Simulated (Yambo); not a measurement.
```
CELL_PARAMETERS angstrom
      3.31195    -1.50627    -0.01957
      3.31195     1.50627    -0.01957
     -2.95292     0.00000     5.38888
ATOMIC_POSITIONS crystal
  O  0.08969 0.08969 0.24560
  O  0.91031 0.91031 0.75440
  Na 0.50000 0.50000 0.50000
  Au 0.50000 0.50000 0.00000
```

Workflow: PBEsol (pw.x of Quantum ESPRESSO, ONCV potentials, no spin-orbit coupling), then G0W0 in Yambo (4×4×2 Γ-centred k mesh, bands 6 to 107 and a 8 Ry block in the screening, 107 bands in G with the Bruneval-Gonze terminator, plasmon pole fitted at 27.2 eV).

Problem. Give the PBEsol and G0W0 gaps between the band edges found on this mesh, and say where the edges lie.

Solution. Edges: (0.25, -0.25, 0) → (0, 0.25, -0.5). PBEsol: 1.43 eV; G0W0: 3.30 eV. The mesh misses an edge: along a dense path the PBEsol gap is 1.25 eV. Nearest settings tried, and what they do to the gap: 46 bands in W, 46 bands in G: +78 meV; 7 Ry block (115 vectors against 143): -27 meV. Not varied: mesh. So the settings aren't converged at that level. Without spin-orbit coupling, band edges of such heavy elements can be off by tenths of an eV.

Geometry relaxed with PBEsol.

The structure is a Materials Project entry; no match was found in the copy of COD used, and its stability was not checked.
